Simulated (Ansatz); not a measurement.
Consider the following.

Starting cell, Mo (bcc, W type):

```yaml
crystal:
  lattice:
    - [-3.16077, 3.16077, 3.16077]
    - [1.58038, -1.58038, 1.58038]
    - [1.58038, 1.58038, -1.58038]
  atoms:
    - { symbol: Mo, position: [0.00000, 0.00000, 0.00000] }
    - { symbol: Mo, position: [0.50000, 0.00000, 0.00000] }
```

A phonon eigenvector at N = (0.5, 0.0, 0.0) is frozen into this cell: atom i moves by Q times the vector below, so Q is the largest atomic displacement, in Å. The cell is held. (q is in reciprocal vectors of the primitive cell; the cell shown is doubled to hold the pattern.)

| atom | x | y | z |
|---|---|---|---|
| Mo1 | 0.000 | 0.707 | -0.707 |
| Mo2 | 0.000 | -0.707 | 0.707 |

The numbers are results of PBE (plane waves to 420 eV, PAW, scalar-relativistic; Ansatz, a quantum-chemistry and plane-wave program), not measurements. k mesh 21×21×21 (Γ-centred), Fermi-Dirac smearing 0.05 eV. Energies are smeared free energies. With partly filled bands, energies and forces of such displacements shift with the k mesh and the smearing. Mo is run without spin polarisation. Mo was relaxed with its symmetry unable to fall. The PAW data are Ansatz's earlier set. The zero of ΔE is the undisplaced structure.

The scan covers Q from -0.100 to 0.100 Å in 13 points.

Task: Which space group does the distorted structure have?

Result: Cmcm (No. 63), lowered from Im-3m.

Task: Is this a single well or a double well?

Result: A single well with its minimum at or next to zero displacement.

Task: What is the energy change at Q = 0.100 Å?

Result: 124 meV/cell.

Task: What harmonic wavenumber does the curvature at Q = 0 give?

Result: 191 cm⁻¹.

(For displaced atoms, the force is minus the slope of the energy, and its curvature is a force constant, which sets phonon frequencies.)
